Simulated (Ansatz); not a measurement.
ZnS with nitrogen replacing S: gradients before and after relaxing the atoms

Start: a supercell of ZnS (wurtzite type, P6_3mc) built from a Materials Project structure (computed, not necessarily an observed phase), with all atoms left at the host's positions.

```cif
data_Zn16S15N
_symmetry_space_group_name_H-M 'P3m1'
_symmetry_Int_Tables_number 156
_cell_length_a 7.6116
_cell_length_b 7.6116
_cell_length_c 12.4760
_cell_angle_alpha 90.000
_cell_angle_beta 90.000
_cell_angle_gamma 120.000
loop_
_atom_site_label
_atom_site_type_symbol
_atom_site_symmetry_multiplicity
_atom_site_Wyckoff_symbol
_atom_site_fract_x
_atom_site_fract_y
_atom_site_fract_z
Zn1 Zn 1 a 0.0000 0.0000 0.0001
Zn2 Zn 1 a 0.0000 0.0000 0.5001
Zn3 Zn 3 d 0.0000 0.5000 0.0001
Zn4 Zn 3 d 0.0000 0.5000 0.5001
Zn9 Zn 3 d 0.1667 0.8333 0.2501
Zn10 Zn 3 d 0.1667 0.8333 0.7501
Zn15 Zn 1 c 0.6667 0.3333 0.2501
Zn16 Zn 1 c 0.6667 0.3333 0.7501
N N 1 a 0.0000 0.0000 0.1874
S18 S 1 a 0.0000 0.0000 0.6874
S19 S 3 d 0.0000 0.5000 0.1874
S20 S 3 d 0.0000 0.5000 0.6874
S25 S 3 d 0.1667 0.8333 0.4374
S26 S 3 d 0.1667 0.8333 0.9374
S31 S 1 c 0.6667 0.3333 0.4374
S32 S 1 c 0.6667 0.3333 0.9374
```

One atom of each set is listed.

Computed with Ansatz: DFT, PBE, plane waves and PAW, scalar-relativistic, 420 eV cutoff, Γ-centred 3×3×2 k-points, Fermi–Dirac smearing 0.01 eV, cell charge -1.

The largest force at the start is 2.6 eV/Å. Relaxing the ions at fixed cell moves them by 0.381 Å at most (atom 1, Zn) and 0.134 Å rms.

| site | moved (Å) | first shell before | first shell after | V_zz before (10²¹ V/m²) | η before |
| --- | --- | --- | --- | --- | --- |
| Zn1 | 0.381 | 3 S at 2.33 Å, 1 N at 2.34 Å | 1 N at 1.97 Å, 3 S at 2.42 Å | -1.10 | 0.00 |
| Zn3 | 0.043 | 4 S at 2.33–2.34 Å | 4 S at 2.32–2.36 Å | -0.52 | 0.66 |
| Zn9 | 0.349 | 3 S at 2.33–2.34 Å, 1 N at 2.33 Å | 1 N at 1.98 Å, 3 S at 2.44 Å | 1.10 | 0.77 |
| Zn10 | 0.055 | 4 S at 2.33–2.34 Å | 4 S at 2.34–2.35 Å | -0.62 | 0.06 |
| N | 0.012 | 4 Zn at 2.33–2.34 Å | 4 Zn at 1.97–1.98 Å | 0.87 | 0.00 |
| S19 | 0.041 | 4 Zn at 2.33–2.34 Å | 4 Zn at 2.32–2.44 Å | -1.95 | 0.78 |
| S20 | 0.020 | 4 Zn at 2.33–2.34 Å | 4 Zn at 2.35–2.38 Å | -0.24 | 0.52 |
| S25 | 0.066 | 4 Zn at 2.33–2.34 Å | 4 Zn at 2.33–2.44 Å | -1.09 | 0.32 |
| S26 | 0.067 | 4 Zn at 2.33–2.34 Å | 4 Zn at 2.34–2.42 Å | -1.19 | 0.74 |
| S32 | 0.009 | 4 Zn at 2.33–2.34 Å | 4 Zn at 2.34–2.36 Å | 0.65 | 0.00 |

**Question.** How do the gradients change?

**Answer.** 

```json
{"site": "Zn1", "V_zz after": "-8.31", "η after": "0.00", "change of V_zz": "-7.21"}
{"site": "Zn3", "V_zz after": "-1.10", "η after": "0.80", "change of V_zz": "-0.58"}
{"site": "Zn9", "V_zz after": "-8.01", "η after": "0.02", "change of V_zz": "–"}
{"site": "Zn10", "V_zz after": "-0.80", "η after": "0.64", "change of V_zz": "-0.18"}
{"site": "N", "V_zz after": "-0.22", "η after": "0.00", "change of V_zz": "-1.09"}
{"site": "S19", "V_zz after": "-1.95", "η after": "0.21", "change of V_zz": "–"}
{"site": "S20", "V_zz after": "0.47", "η after": "0.08", "change of V_zz": "+0.71"}
{"site": "S25", "V_zz after": "-1.43", "η after": "0.44", "change of V_zz": "-0.34"}
{"site": "S26", "V_zz after": "1.87", "η after": "0.88", "change of V_zz": "–"}
{"site": "S32", "V_zz after": "1.04", "η after": "0.00", "change of V_zz": "+0.39"}
```

The largest change of V_zz along a kept axis is on Zn1, from -1.10 to -8.31. Where |V_zz| stays above 0.1 and the axes keep their order, η moves most on Zn10, from 0.06 to 0.64. On S25, S20 V_xx and V_yy change places (or their axes turn by over 50°), so the two values of η hide a larger change. V_zz changes sign on N (same axis), S20 (same axis), S18 (same axis) (not all in the table). On S19, S26, Zn9 the largest principal value lies along another axis in the second run, so the two V_zz can't be compared directly. The table leaves out 6 of the 16 sites, with |V_zz| up to 2.30; their tensors move by 1.33 at most along any direction. The statements above cover all sites. The host's own positions weren't relaxed first, so part of the change far from the defect can be the host's relaxation.

The defect repeats with the cell of 32 atoms, so it feels its images: sites between two images don't show the values beside a lone defect, and zeros or small values of η there can come from the images' arrangement. S and Zn carry a gradient in the pure host already, so the values there aren't the defect's effect alone. A uniform background compensates the cell's charge.
Before: With a gap of 0.7 eV on this mesh, small gradients can still move by 0.1 × 10²¹ V/m² or more as the k-mesh gets denser. The neighbours have not yet relaxed around the defect (largest force 2.6 eV/Å), so a real crystal will differ.
After: The relaxation keeps the site symmetry 3m of the start, so the impurity can move only along its axis; a start off the site could end lower.
